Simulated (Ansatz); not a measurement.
FeI$_{2}$: do energies and stresses tell the same story?

The calculation used DFT PBEsol, scalar-relativistic, plane waves, PAW (Ansatz).

Settings: cutoff 420 eV, Γ-centred mesh 12×12×6 on the computed 3-atom cell, Gaussian smearing of 0.10 eV; collinear spin from starting moments 3.73 0.19 0.19 μB.

Relaxed cell: P-3m1, a = 3.904 Å, b = 3.904 Å, c = 6.843 Å, α = 90.00°, β = 90.00°, γ = 120.00°, 3 atoms in the primitive cell. Whether it is the stable form of this composition wasn't checked.

Energies at zero smearing and pressures from the stress tensor, at volumes with shape and atoms relaxed:
```csv
V (Å³/atom),E − E(first) (meV/atom),P (GPa)
28.297,0.00,1.093
29.200,-4.16,0.451
30.103,-5.30,0.017
31.006,-4.54,-0.301
31.910,-3.00,-0.323
```

Problem. Check P = −dE/dV between neighbouring volumes, and get the bulk modulus from the pressures alone.

Solution. With 1 eV/Å³ = 160.2 GPa:
```csv
middle V (Å³/atom),−ΔE/ΔV (GPa),mean P (GPa)
28.749,0.738,0.772
29.652,0.203,0.234
30.555,-0.135,-0.142
31.458,-0.273,-0.312
```

The two differ by 0.039 GPa at most. The mean of two end pressures misses the average over a step by about ΔV² P″/12, up to 0.039 GPa here; with that taken off 0.078 GPa remains, from the smearing term (the stress is the derivative of the free energy), the finite cutoff, the mesh or the relaxation's tolerance. Around V = 30.103 Å³/atom, the two neighbours give B = −V ΔP/ΔV = 30.103 × 0.751 / 1.806 = 12.5 GPa, against B0 = 10.6 GPa from the Birch–Murnaghan fit of the energies, which describes these points poorly (B0' = 19.5).

Spin-orbit coupling is left out, which matters for the bands of heavy elements. The cell holds one magnetic atom, so it can only be ferromagnetic; an antiferromagnetic order may lie lower. The cell holds layers, and where no dispersion correction was added their binding is poorly described.

Only this magnetic start was tried.

Cost: 6 runs of about 11 core-minutes in all, on Intel Xeon Platinum 8559C (Emerald Rapids) (shared hosts).